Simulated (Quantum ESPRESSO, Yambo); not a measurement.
PbSe (rock salt, space group Fm-3m, No. 225) under isotropic strain of -1 % on all lattice vectors. The PBEsol cell relaxed from Materials Project entry mp-2201 was given an isotropic strain of -1 % on all lattice vectors, and the atoms were relaxed again. Chain: norm-conserving PBE (stringent potentials; Quantum ESPRESSO, 104 Ry, without SOC); G0W0 in Yambo (4×4×4 Γ-centred k mesh, bands 14 to 267 and a 15 Ry block in the screening, 267 bands in G with the Bruneval-Gonze terminator, plasmon pole fitted at 27.2 eV); BSE (8×8×8 mesh, 3 valence and 3 conduction bands, static screening with 44 bands and a 4 Ry block, scissor 0.08 eV, Tamm-Dancoff).

```json
{
 "PBE gap (dense path)": "0.15 eV",
 "PBE gap L → L on the GW mesh": "0.15 eV",
 "PBE smallest direct gap on the GW mesh, at L": "0.15 eV",
 "G0W0 direct gap at that point": "0.23 eV",
 "G0W0 correction to the gap L → L": "0.08 eV",
 "lowest_exciton": "no binding energy given (see below)"
}
```

Rough cost of the Yambo steps against G0W0 for 6 states: BSE about 1/3.

Convergence of the G0W0 settings was not tested. The BSE states are vertical excitations (zero momentum). The lowest state lies within a few hundredths of an eV of the direct gap; this mesh is too coarse for weakly bound, extended excitons.

Spin-orbit coupling is left out; with 6p states at a band edge it can lower the gap by many tenths of an eV, most of a small gap. So small a PBE gap in heavy elements may be inverted, where one-shot corrections to single bands mislead.
